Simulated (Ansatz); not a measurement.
Stress against strain in AgB₂

```xyz
3
Lattice="3.0000 0.0000 0.0000 -1.5000 2.5981 0.0000 0.0000 0.0000 3.2400" Properties=species:S:1:pos:R:3 pbc="T T T"
Ag    0.0000    0.0000    0.0000
B     0.0000    1.7321    1.6200
B     1.5000    0.8660    1.6200
```

Atom numbers follow the list: Ag1, B2, B3.

The cell comes from COD entry 1509214, which wasn't checked; take it as a given geometry.

These are results of DFT, PBEsol, all-electron LAPW, scalar-relativistic in Ansatz 0.2.0, not measurements.

The runs use a Γ-centred 16×16×13 k mesh, Fermi–Dirac smearing of 0.05 eV, basis error target 1 meV/atom, no spin polarisation.

The strain is applied along the Cartesian axes of the cell as listed (the other components stay zero). Fractional coordinates are held (clamped ions).

σ is the change of stress from the unstrained cell, which is at 46.8 GPa; tension is positive, so slopes are stress–strain coefficients at that pressure. In a metal the k mesh adds noise.

Only quantities that a quadratic follows smoothly over the whole series are listed; rougher ones are left out.

```
    εzz  σzz (GPa)  σxx (GPa)
-0.0200      -9.39      -6.32
-0.0100      -4.59      -3.06
 0.0000       0.00       0.00
 0.0200       8.46       5.64
```

Q: Fit the series and read off the stiffness at zero strain.

A: Least-squares fits y = p0 + p1 x + p2 x² to the rows give σzz (GPa): p1 = 446, p2 = -1200; σxx (GPa): p1 = 299, p2 = -860. So C33 = 446 GPa and C13 = 299 GPa, for these axes.

Q: One run, at εzz = 0.0100, is withheld. Predict its row.

A: The fits give 4.34, 2.91; the run gave 4.34, 2.90.
